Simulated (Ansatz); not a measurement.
## Structure relaxation, PbS

The start is a generated cell, PbS built in the cinnabar structure type. The structure is fully relaxed (lattice and positions, P = 0) with r2SCAN (plane waves to 500 eV, PAW, scalar-relativistic; Ansatz, a program for electronic structure). The first steps use a coarse 6×6×3 k-mesh.

The start:
```yaml
crystal:
  lattice:
    - [4.50153, 0.00000, 0.00000]
    - [-2.25076, 3.89844, 0.00000]
    - [0.00000, 0.00000, 10.31279]
  atoms:
    - { symbol: Pb, position: [0.71980, 0.00000, 0.66667] }
    - { symbol: Pb, position: [0.00000, 0.71980, 0.33333] }
    - { symbol: Pb, position: [0.28020, 0.28020, 0.00000] }
    - { symbol: S, position: [0.48890, 0.00000, 0.16667] }
    - { symbol: S, position: [0.00000, 0.48890, 0.83333] }
    - { symbol: S, position: [0.51110, 0.51110, 0.50000] }
```

### Question
How large is the pressure on the unrelaxed cell, and of which sign?

### Answer
+4.6 GPa (positive: the cell is compressed).

### Question
What symmetry does the relaxed structure have?

### Answer
The space group goes from P3₂21 (No. 154) to Fm-3m (No. 225); the end is rock salt type, with 2 atoms in the primitive cell.

### Question
How does the volume per atom move from start to end?

### Answer
-11.6 %, from 30.16 to 26.66 Å³/atom.

### Question
Is the relaxed structure metallic? Give its gap.

### Answer
0.70 eV, direct at k = (0, 0, -0.5) (no spin-orbit coupling).

### Question
What does it relax into? Give the structure.

### Answer

Space group Fm-3m (No. 225); a = 5.975 Å, b = 5.975 Å, c = 5.975 Å, α = 90.00°, β = 90.00°, γ = 90.00°

| atom | site | symmetry | x | y | z |
|---|---|---|---|---|---|
| Pb | 4b | m-3m | 0.5000 | 0.5000 | 0.5000 |
| S | 4a | m-3m | 0.0000 | 0.0000 | 0.0000 |
(The calculation used a cell of 2 atoms; values per cell refer to that cell.)

Final values are on a 10×10×10 k-mesh of the relaxed cell. No spin polarisation in the result. Without spin-orbit coupling the bands of the heavy element are not split, so the gap can be far off.

The run could not lose the symmetry of its start; a randomly shaken copy of 4 atoms returns to this structure.
